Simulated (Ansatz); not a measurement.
Given:

C:
```
CELL_PARAMETERS angstrom
      0.00000     1.78577     1.78577
      1.78577     0.00000     1.78577
      1.78577     1.78577     0.00000
ATOMIC_POSITIONS crystal
  C  0.50000 0.50000 0.50000
  C  0.75000 0.75000 0.75000
```

This is the PBE-relaxed structure.

**Question.** All from PBE (plane waves, PAW; program Ansatz), unless another level is named. Estimate the band gap.

**Answer.** 4.13 eV (indirect).

**Question.** And the smallest direct gap on the standard path?

**Answer.** 5.58 eV.

**Question.** Next, the conduction-band minimum?

**Answer.** on the Γ–X line, 73 % of the way from Γ (6 equivalent valleys).

**Question.** Give the valence-band maximum.

**Answer.** at Γ.

Space group Fd-3m (diamond). Symmetry was held in the PBE relaxation.

Potentials: the later of the program's two PAW sets.
